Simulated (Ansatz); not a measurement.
## All-electron card of InPt3

```
In Pt
1.0
     3.98800    0.00000    0.00000
     0.00000    3.98800    0.00000
     0.00000    0.00000    3.98800
In Pt
1 3
Direct
  0.00000 0.00000 0.00000
  0.50000 0.50000 0.00000
  0.00000 0.50000 0.50000
  0.50000 0.00000 0.50000
```

Atom numbers follow the list: In1, Pt2, Pt3, Pt4.

The cell is COD entry 9009698, as deposited and not checked against the literature; nothing was relaxed.

Spin polarisation is left out, and whether a magnetic state lies lower isn't shown here.

No spin–orbit coupling, which matters for the heavy atoms here.

Levels of theory: DFT, PBEsol, all-electron LAPW, scalar-relativistic (Ansatz 0.2.0); DFT, PBEsol, PAW with Ansatz's default frozen-core files, scalar-relativistic (Ansatz 0.2.0).

For LAPW: a Γ-centred 10×10×10 k mesh, Fermi–Dirac smearing of 0.05 eV, basis error target 0.5 meV/atom, no spin polarisation. PAW takes a cutoff of 420 eV at this cell (files made with PBE, cores remade for this functional). The Ansatz runs share mesh, smearing and spin set-up. Values come from LAPW unless marked.

```yaml
Pressure_at_this_cell: 0.84 GPa
Band_gap: "none: with an odd electron count and no spin polarisation the bands can't all be full, a metal in this set-up (in compounds, spin order or a distortion in a larger cell can open a gap)"
Density_of_states_at_the_Fermi_level_0.2_eV_bin: 3.28 states/eV per cell
Löwdin_charges_with_0.38_e_of_the_cell_spilling_out_of_the_atomic_basis_so_their_sizes_and_signs_hang_on_that_basis: In1 -0.43, Pt2 0.27 e
Bader_charges_from_the_PAW_run: In1 +1.05, Pt2 -0.35 e
Volume_per_atom: 15.86 Å³
```
